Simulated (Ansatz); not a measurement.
Here is the system:

ZnSnO₃:
Space group R3c, hexagonal axes (No. 161); a = b = 5.225 Å, c = 13.863 Å, α = β = 90.00°, γ = 120.00°

| atom | site | symmetry | x | y | z |
|---|---|---|---|---|---|
| Zn | 6a | 3. | 0.0000 | 0.0000 | 0.2153 |
| Sn | 6a | 3. | 0.0000 | 0.0000 | 0.4975 |
| O | 18b | 1 | 0.0075 | 0.3065 | 0.0962 |
(The calculation used a cell of 10 atoms; values per cell refer to that cell.)

This is the LDA-relaxed structure.

Q: All from the program Ansatz at the LDA level (PAW), unless another level is named. Predict the static dielectric constant ε0 (ions relaxed, cell fixed).

A: 13.2 (xx = yy), 21.2 (zz).

Q: What about the Born charges (a third of the trace)?

A: Zn +2.30, Sn +4.22, O -2.17 e.

Q: What about the electronic dielectric constant ε∞ (DFPT)?

A: 4.86 (xx = yy), 4.68 (zz).

Q: Next, the largest static χ(2) component?

A: 5.4 pm/V.

Symmetry was held in the LDA relaxation. Scalar-relativistic: spin–orbit coupling is off unless named, which matters more the heavier the elements.

Potentials: the later of the program's two PAW sets.
